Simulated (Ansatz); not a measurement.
Structure: LaGa3N4 as one 8-atom ordering (Pm) on the wurtzite lattice, at its r2SCAN minimum. It is monoclinic, Pm (No. 6); a = 5.438 Å, b = 3.356 Å, c = 5.988 Å, β = 91.6° in the conventional setting, 13.65 Å³ an atom. Ga is surrounded by 4 N at 1.93–2.08 Å; Ga is surrounded by 4 N at 1.90–2.08 Å; Ga is surrounded by 4 N at 1.88–2.02 Å; La is surrounded by 4 N at 2.25–2.46 Å; N is surrounded by 3 Ga at 1.93–1.97 Å and 1 La at 2.35 Å; N is surrounded by 2 Ga at 1.88–1.90 Å and 2 La at 2.25 Å; N is surrounded by 4 Ga at 2.02–2.08 Å; N is surrounded by 3 Ga at 2.03–2.08 Å and 1 La at 2.46 Å.

```cif
data_structure
_symmetry_space_group_name_H-M 'Pm'
_symmetry_Int_Tables_number 6
_cell_length_a 5.4377
_cell_length_b 3.3556
_cell_length_c 5.9882
_cell_angle_alpha 90.000
_cell_angle_beta 91.579
_cell_angle_gamma 90.000
_cell_volume 109.22
loop_
_atom_site_label
_atom_site_type_symbol
_atom_site_symmetry_multiplicity
_atom_site_Wyckoff_symbol
_atom_site_fract_x
_atom_site_fract_y
_atom_site_fract_z
_atom_site_occupancy
Ga1 Ga 1 a 0.00024 0.00000 0.31969 1
Ga2 Ga 1 b 0.99336 0.50000 0.84796 1
Ga3 Ga 1 b 0.51395 0.50000 0.16458 1
La1 La 1 a 0.50528 0.00000 0.65961 1
N1 N 1 a 0.64534 0.00000 0.29147 1
N2 N 1 b 0.64679 0.50000 0.87860 1
N3 N 1 b 0.14211 0.50000 0.17242 1
N4 N 1 a 0.05292 0.00000 0.66568 1
```

The questions ask for values computed with Ansatz 0.2.0 on this geometry. Values at 0 K without nuclear motion; no magnetic order is allowed, and the phase may be a hypothetical one.

Given (6×8×4 mesh): The PBE gap is indirect, 0.39 eV (E to Γ), below the direct gap of 1.14 eV at Γ.

Task: How does the gap change from PBE to PBE+SOC (6×8×4)?

Result: With PBE+SOC the valence top lies at E and the conduction bottom at Γ, 0.39 eV higher; the smallest vertical gap, at Γ, is 1.14 eV. The gap differs by 0.00 eV from PBE's.

Task: Estimate the gap with r2SCAN on 6×8×4.

Result: r2SCAN gives an indirect gap of 0.70 eV, from E to Γ; the least direct gap is 1.50 eV at Γ. The gap differs by +0.31 eV from PBE's.

Task: What does PBE0 give for the gap (4×4×4 mesh)?

Result: PBE0 gives an indirect gap of 2.17 eV, from E to Γ; the least direct gap is 2.94 eV at Γ. The gap differs by +1.78 eV from PBE's.

Task: Roughly how does the cost of the HSE06 run (4×4×4) compare with r2SCAN's (6×8×4)?

Result: About 7 times as much (12 core-minutes against 110 core-seconds, on 4 threads of Arm Neoverse V1, with other jobs on the host).

Only the levels marked +SOC include spin-orbit coupling.

The meshes of the hybrids are coarse, so their gaps aren't converged to the digits shown.
